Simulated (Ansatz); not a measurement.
LaTiHO$_{2}$:
```yaml
crystal:
  lattice:
    - [4.00468, 0.00000, 0.00000]
    - [0.00000, 4.00468, 0.00000]
    - [0.00000, 0.00000, 3.66524]
  atoms:
    - { symbol: La, position: [0.50000, 0.50000, 0.50000] }
    - { symbol: Ti, position: [0.00000, 0.00000, 0.00000] }
    - { symbol: O, position: [0.50000, 0.00000, 0.00000] }
    - { symbol: O, position: [0.00000, 0.50000, 0.00000] }
    - { symbol: H, position: [0.00000, 0.00000, 0.50000] }
```

Relaxed with r²SCAN. Special points in fractions of this cell's reciprocal vectors: Γ (0.000, 0.000, 0.000); X (0.000, 0.500, 0.000); M (0.500, 0.500, 0.000); Z (0.000, 0.000, 0.500); R (0.000, 0.500, 0.500); A (0.500, 0.500, 0.500).

### Question
List the band energies nearest the Fermi level at these points for the program Ansatz at the r²SCAN level (PAW).

### Answer
In eV from the Fermi level; about four levels below and three above (degenerate sets whole), none deeper than 8.9 eV; points with the same levels are listed once.

| k | below | above |
|---|---|---|
| Γ | -0.70 -0.15 -0.15 -0.15 | 0.73 1.50 1.50 |
| X | -6.14 -6.04 -5.97 -0.28 | 0.02 1.19 1.26 |
| M | -6.82 -6.82 -6.74 -4.77 | 1.12 1.12 1.36 |
| Z | -3.61 -0.71 -0.71 -0.32 | 0.67 1.50 1.62 |
| R | -5.70 -5.45 -4.27 -1.84 | 0.73 0.96 1.21 |
| A | -6.27 -6.06 -6.06 -4.68 | 0.87 0.88 0.88 |

Space group P4/mmm. The start of the workflow was typed in or built on a structure type; neither database checked (COD, Materials Project) lists it. Whether it is the stable phase at ambient conditions was not checked. The cell was relaxed with r²SCAN under the symmetry of its start; whether a distortion lowers the energy is not shown. The workflow began spin-polarised and lost its moments. The compound may be a true metal, but semilocal functionals without U, or a wrong spin order, can also close a gap. Spin–orbit coupling is left out wherever it is not named.

Potentials: the earlier of the program's two PAW sets. The files were generated under PBE; for other functionals the program regenerates the frozen cores, and for LDA and PBEsol the local potential too.
